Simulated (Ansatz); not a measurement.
Theory: DFT PBE, scalar-relativistic, plane waves, PAW (Ansatz). Settings: cutoff 420 eV, Γ-centred meshes spaced at most about 0.3 Å⁻¹, and about 0.25 Å⁻¹ or finer for metals (2π included), Gaussian smearing. No spin polarisation in the final relaxations.

Temperature and zero-point effects are left out.

Two relaxed structures of TiW3:

A.

```xyz
4
Lattice="2.7850 0.0000 0.0000 -1.3925 2.4119 0.0000 0.0000 0.0000 9.8709" Properties=species:S:1:pos:R:3 pbc="T T T"
Ti    0.0000    1.6079    0.0000
W     0.0000    1.6079    4.9354
W     1.3925    0.8040    2.4686
W     1.3925    0.8040    7.4023
```

B.

```xyz
4
Lattice="4.0414 0.0000 0.0000 0.0000 4.0414 0.0000 0.0000 0.0000 4.0414" Properties=species:S:1:pos:R:3 pbc="T T T"
Ti    0.0000    0.0000    0.0000
W     2.0207    0.0000    2.0207
W     2.0207    2.0207    0.0000
W     0.0000    2.0207    2.0207
```

Question: Which is lower in energy, and by how much?

Answer: B is lower, by 24 meV/atom. A has Ti and W ordered on hcp sites, space group P-6m2 (No. 187), 16.6 Å³/atom and no gap on its mesh; B has the Cu3Au (L1_2) type, space group Pm-3m (No. 221), 16.5 Å³/atom and no gap. Counting all near atoms (those within 1.25 times the shortest distance at each site), A and B both have Ti 12, W 12. Even the lower one lies +0.39 eV/atom against the reference forms of the elements (uncorrected), so neither is stable at this level. Both come from invented guesses.

Spin–orbit coupling, which can matter for W, is left out. Cells relaxed within their symmetry can be saddle points.
